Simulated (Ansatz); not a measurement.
TlCu$_{2}$S$_{2}$:
```yaml
crystal:
  lattice:
    - [-1.88450, 1.88450, 6.79392]
    - [1.88450, -1.88450, 6.79392]
    - [1.88450, 1.88450, -6.79392]
  atoms:
    - { symbol: Tl, position: [0.00000, 0.00000, 0.00000] }
    - { symbol: Cu, position: [0.75000, 0.25000, 0.50000] }
    - { symbol: Cu, position: [0.25000, 0.75000, 0.50000] }
    - { symbol: S, position: [0.35089, 0.35089, 0.00000] }
    - { symbol: S, position: [0.64911, 0.64911, 0.00000] }
```

Relaxed with r²SCAN+D4. Special points in fractions of this cell's reciprocal vectors: Γ (0.000, 0.000, 0.000); X (0.000, 0.000, 0.500); P (0.250, 0.250, 0.250); N (0.000, 0.500, 0.000); M (0.500, 0.500, -0.500); S (0.269, 0.731, -0.269); S0 (-0.269, 0.269, 0.269); R (-0.038, 0.038, 0.500); G (0.500, 0.500, -0.038).

Problem. List the band energies nearest the Fermi level at these points for plane-wave PAW r²SCAN+D4 (Ansatz code).

Solution. In eV from the Fermi level; about four levels below and three above (degenerate sets whole), none deeper than 8.9 eV; points with the same levels are listed once.

| k | below | above |
|---|---|---|
| Γ | -1.46 -1.46 -1.42 -0.18 | 0.21 0.21 2.64 |
| X | -2.14 -2.14 -2.14 -1.90 -1.29 -1.17 | 1.58 2.49 2.85 |
| P | -2.04 -2.04 -1.21 -1.21 | 1.99 1.99 2.75 |
| N | -0.99 -0.15 -0.12 -0.10 | 2.04 4.37 5.07 |
| M | -1.88 -1.54 -1.54 -1.42 | 0.08 0.45 0.45 |
| S | -0.80 -0.63 -0.22 -0.01 | 2.49 4.19 5.36 |
| R | -2.02 -1.84 -1.29 -1.12 | 1.61 2.41 2.84 |

Space group I4/mmm. The workflow started from an entry of the Crystallography Open Database (COD). Whether it is the stable phase at ambient conditions was not checked. The r²SCAN+D4 relaxation kept the symmetry of its start; its stability against distortions is not shown here. No spin polarisation was allowed. With an odd number of electrons in the cell and no spin polarisation, the count alone makes it a metal. Spin–orbit coupling is left out wherever it is not named.

Potentials: the later of the program's two PAW sets.
